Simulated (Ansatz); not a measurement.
TiZn₂O₄:
```
TiZn2O4
1.0
   -2.93355     2.96936     4.30914
    2.93355    -2.96936     4.30914
    2.93355     2.96936    -4.30914
Ti Zn O
2 4 8
Cartesian
  0.00000   0.00000   4.30914
  2.93355   0.00000   0.00000
  0.00000   4.45404   1.19788
  2.93355  -1.48468   3.11126
  1.46677   1.48468   2.15457
 -1.46677   1.48468   2.15457
  0.00000   0.07807   2.36619
  2.93355   2.89129   1.94295
  0.00000   2.89129   2.36619
  2.93355   0.07807   1.94295
 -1.31792   1.48468   4.34183
  4.25147   1.48468  -0.03269
  1.31792   1.48468   4.34183
  1.61563   1.48468  -0.03269
```

x, y and z are the axes in which the lattice vectors are written.

Give the high-frequency dielectric tensor and the Born effective charge tensors of the independent atoms from DFPT, plane-wave PAW PBEsol (Ansatz code).


ε∞:
```
5.00  0.00  0.00
0.00  5.91  0.00
0.00  0.00  5.82
```
Z* of atom 1 (Ti), rows: field, columns: displacement, in e:
```
 3.59   0.00   0.00
 0.00   6.89  -0.17
 0.00   0.00   5.72
```
Z* of atom 3 (Zn), rows: field, columns: displacement, in e:
```
2.71  0.00  0.00
0.00  2.10  0.00
0.00  0.00  2.59
```
Z* of atom 5 (Zn), rows: field, columns: displacement, in e:
```
 2.28   0.00  -0.79
 0.00   2.18   0.00
-1.10   0.00   2.25
```
Z* of atom 7 (O), rows: field, columns: displacement, in e:
```
-1.60   0.00   0.00
 0.00  -2.16  -0.18
 0.00  -0.08  -3.38
```
Z* of atom 11 (O), rows: field, columns: displacement, in e:
```
-2.69   0.00   0.23
 0.00  -3.43   0.00
 0.36   0.00  -1.89
```

Space group Imma. The first step of the workflow began from a Materials Project structure, measured or hypothetical; the Crystallography Open Database copy checked does not list it. COD files the formula under space group No. 95. Its standing as an ambient phase is unchecked. Symmetry was held in the PBEsol relaxation; phonons show weakly imaginary modes. The run is not spin-polarised.

Potentials: the later of the program's two PAW sets.
